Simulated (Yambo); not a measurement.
G0W0@PBEsol for Cs₂ICl₆F (space group Fm-3m, No. 225) in Yambo. Reference settings: 2×2×2 Γ-centred k mesh, 311 bands and a 6 Ry block in the screening, 311 bands in G with the Bruneval-Gonze terminator, plasmon pole fitted at 27.2 eV. The PBEsol gap L → L on this mesh is 1.11 eV; G0W0 gaps are taken between the same points.

The settings were changed. The gap went from 1.75 eV to 1.99 eV, and the shift of the valence edge from -0.21 eV to -0.04 eV.

Q: Name the change that produced these shifts.
A) 117 bands in W, 117 bands in G
B) no terminator
C) 199 bands in G, no terminator
D) 3 Ry block

A: A, 117 bands in W, 117 bands in G. The others gave (gap, valence shift): 199 bands in G, no terminator: 1.78, 0.07 eV; 3 Ry block: 2.06, -0.37 eV; no terminator: 1.74, -0.05 eV.

Spin-orbit coupling is not included.

Geometry of the Materials Project entry, not relaxed at this level; primitive cell a = 7.546 Å, b = 7.546 Å, c = 7.546 Å, α = 60.00°, β = 60.00°, γ = 60.00°.

The structure is a Materials Project entry; no match was found in the copy of COD used, and its stability was not checked.

A shift is the quasiparticle energy of the state minus its PBEsol energy.
